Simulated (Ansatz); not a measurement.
## Calculated quadrupolar parameters for RbMnO4

The cell is a COD entry, its atoms then relaxed with PBE in this cell.

Space group Pnma (No. 62); a = 9.5411, b = 5.7392, c = 7.6363 Å.

| site | Wyckoff | site symmetry | x | y | z |
| --- | --- | --- | --- | --- | --- |
| Rb | 4c | .m. | 0.3156 | 0.2500 | 0.6571 |
| Mn | 4c | .m. | 0.4409 | 0.2500 | 0.1980 |
| O9 | 4c | .m. | 0.5970 | 0.2500 | 0.1192 |
| O13 | 4c | .m. | 0.3268 | 0.2500 | 0.0430 |
| O17 | 8d | 1 | 0.4191 | 0.0211 | 0.3177 |

One atom of each set is listed.

All values are calculated (Ansatz; DFT, PBE, plane waves and PAW, with spin–orbit coupling, 420 eV cutoff, Γ-centred 3×4×3 k-points, Fermi–Dirac smearing 0.02 eV), not measured.

C_Q = eQV_zz/h, which is 24.18 MHz for Q = 1 b and V_zz = 10²¹ V/m²; η = (V_xx − V_yy)/V_zz.

87Rb: I = 3/2, Q = 133.5 mb; Mn-55: I = 5/2, Q = 330.0 mb; ¹⁷O: I = 5/2, Q = -25.58 mb. Nuclear quadrupole moments: year-2017 set (Pyykkö).

```
site  atoms                               first shell  V_zz (10²¹ V/m²)     η  C_Q (MHz)
  Rb      4                       12 O at 2.95–3.44 Å              2.38  0.82       7.69
  Mn      4                             4 O at 1.61 Å             -0.45  0.35      -3.63
  O9      4       1 Mn at 1.61 Å; also 1 Rb at 2.97 Å              4.29  0.10      -2.65
 O13      4  1 Mn at 1.61 Å; also 3 Rb at 2.95–3.29 Å              4.40  0.14      -2.72
 O17      8  1 Mn at 1.61 Å; also 3 Rb at 2.98–3.07 Å              4.78  0.15      -2.96
```

At O9, O13 and O17 V_zz points along its bond to Mn (within 3°) in each case.
